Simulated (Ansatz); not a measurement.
Al2O3:
```
CELL_PARAMETERS angstrom
      2.36462     1.36522     4.29698
     -2.36462     1.36522     4.29698
      0.00000    -2.73043     4.29698
ATOMIC_POSITIONS crystal
  Al 0.35203 0.35203 0.35203
  Al 0.14797 0.14797 0.14797
  Al 0.64797 0.64797 0.64797
  Al 0.85203 0.85203 0.85203
  O  0.55587 0.94413 0.25000
  O  0.25000 0.55587 0.94413
  O  0.94413 0.25000 0.55587
  O  0.44413 0.05587 0.75000
  O  0.75000 0.44413 0.05587
  O  0.05587 0.75000 0.44413
```

Relaxed with LDA.

Question: Give the optical modes at the zone centre with their infrared and Raman activity from DFPT, DFT-LDA in the program Ansatz with PAW potentials.

Answer: Transverse frequencies, without the LO–TO term; a row sums one degenerate level.

```
ω (cm⁻¹)  degeneracy  IR ((D/Å)²/amu)  Raman (Å⁴/amu)  activity  symmetry
--------  ----------  ---------------  --------------  --------  --------
309                1             0.00               0    silent       A2g
373                2             0.00            0.45     Raman        Eg
388                2             3.37               0        IR        Eu
395                1            37.53               0        IR       A2u
418                1             0.00             1.9     Raman       A1g
434                2             0.00            0.18     Raman        Eg
438                2            36.79               0        IR        Eu
445                2             0.00            0.19     Raman        Eg
526                1             0.00               0    silent       A2g
574                2            79.68               0        IR        Eu
576                2             0.00            0.12     Raman        Eg
586                1            26.02               0        IR       A2u
602                1             0.00               0    silent       A1u
631                2             8.74               0        IR        Eu
641                1             0.00            0.88     Raman       A1g
690                1             0.00               0    silent       A1u
749                2             0.00             1.6     Raman        Eg
750                1             0.00               0    silent       A2g
```

Question: How high does the top mode go among those that the LO–TO term moves?

Answer: 898 cm⁻¹ for q along x, 898 cm⁻¹ for q along y, 871 cm⁻¹ for q along z.

Space group R-3c (corundum). Symmetry was held in the LDA relaxation; phonons on a q-mesh show no instability.

Potentials: the later of the program's two PAW sets.
